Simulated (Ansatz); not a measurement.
## Phonons of PbO₂ (fluorite structure)

Computed with Ansatz (plane waves, PAW, 420 eV cutoff): PBEsol, scalar-relativistic, no spin polarisation, Gaussian smearing of 0.15 eV; PAW files: Ansatz's generated set soft_2.

```
Pb O
1.0
     0.00000    2.66404    2.66404
     2.66404    0.00000    2.66404
     2.66404    2.66404    0.00000
Pb O
1 2
Cartesian
  0.0000 0.0000 0.0000
  1.3320 1.3320 1.3320
  3.9961 3.9961 3.9961
```

This is a trial structure; measured cells of the compound in the Crystallography Open Database are in space groups Pbcn, P42/mnm.

Force constants come from finite displacements in a 2×2×2 supercell (the unit cell's 12×12×12 k-mesh, folded to it); the long-range dipole term is not included. Points in reciprocal vectors of this cell: Γ = (0.000, 0.000, 0.000), X = (0.500, 0.000, 0.500), U = (0.625, 0.250, 0.625), K = (0.375, 0.375, 0.750), L = (0.500, 0.500, 0.500), W = (0.500, 0.250, 0.750).

Task: Is the structure dynamically stable along this path, and where does the spectrum end?

Result: No: a branch is imaginary, down to 231i cm⁻¹ at X. The highest frequency is 540 cm⁻¹, at X. Points that don't fit the supercell are interpolated.

Frequencies at the named points (cm⁻¹, imaginary ones negative):
```tsv
point	ω (cm⁻¹)
Γ	0 0 0 264 264 264 432 432 432
X	-231 -76 -76 93 93 180 490 490 540
U	-167 90 123 162 164 208 465 481 537
K	-167 90 123 162 164 208 465 481 537
L	81 81 152 371 371 377 377 432 436
W	-138 -128 97 143 143 359 359 526 528
```

The crystal is a metal or nearly so; low and unstable modes depend on mesh and smearing.

Cost: 99 s on 4 threads of Intel(R) Xeon(R) Platinum 8259CL CPU @ 2.50GHz (Skylake/Cascade Lake) (shared host), peak memory 2 GiB.

For elements this heavy, spin–orbit coupling would shift levels and gaps; it isn't included here. Compounds of this kind are often insulators, so the metal found may come from the functional, which lacks a U or exact exchange, or from the structure.
